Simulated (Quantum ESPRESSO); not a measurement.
# Moving one atom in Si6NAl

Calculated results; nothing here was measured. They come from pw.x of Quantum ESPRESSO 7.5, a plane-wave density functional program, with PseudoDojo standard norm-conserving files (v0.5 for PBE, v0.4.1 for LDA and PBEsol). The cells are made up: elements, strain and atom displacements were drawn at random, and nothing was relaxed. There is no spin polarisation, spin-orbit coupling or dispersion term.

The cell has 8 sites of a zincblende or diamond lattice. Sites 1 to 4 hold Si Si Si Si; sites 5 to 8 hold N Si Al Si. Cell vectors in Å: (5.333, -0.062, -0.064); (-0.062, 5.435, -0.032); (-0.064, -0.032, 5.386). Settings: PBE, cutoff 1143 eV, 6 x 6 x 6 k mesh shifted by half a step, Fermi-Dirac smearing of 0.1 eV.

Each run shifts the Si atom on site 2 along x and leaves all else fixed. Site 6 is one of its nearest neighbours. E is the free energy of the cell above the lowest run shown.

```
run  shift (Å)  Fx on site 2 (eV/Å)  Fx on site 6 (eV/Å)  P (GPa)  E (meV)
  1    -0.1556                2.608               -0.004    -0.66    323.4
  2    -0.1181                2.225                0.116    -0.89    232.8
  3    -0.0660                1.683                0.293    -1.15    131.0
  4    -0.0327                1.332                0.411    -1.30     80.8
  6     0.1209               -0.271                0.991    -1.71      0.0
  7     0.1621               -0.684                1.150    -1.75     19.7
  5     0.1006                    ?                    ?        ?        ?
```

A rerun of one of these cells at 1437 eV and k mesh 8 x 8 x 8 moved values by no more than 0.005 eV in the cell's energy, 0.03 GPa in stress and 0.013 eV/Å in force.

## Worked fit

A parabola through the six runs shown gives Fx on site 2 = 0.993 - 10.39 u + 0.1 u² eV/Å, with u in Å and a scatter of 0.008 eV/Å. Minus the slope, 10.39 ± 0.16 eV/Å², is this atom's force constant along x at u = 0, with its periodic images moving too. The fitted force vanishes at u = 0.096 Å, where the energy should be lowest along this line. The error is the larger of the fit's own and the change that a cubic makes, rounded up.

## Withheld run

Question: what Fx on site 2 should run 5 give?

The fit gives -0.051 eV/Å. The calculation gave -0.063 eV/Å.

```
run,shift (Å),Fx on site 2 (eV/Å),Fx on site 6 (eV/Å),P (GPa),E (meV)
5,0.1006,-0.063,0.913,-1.68,-3.4
```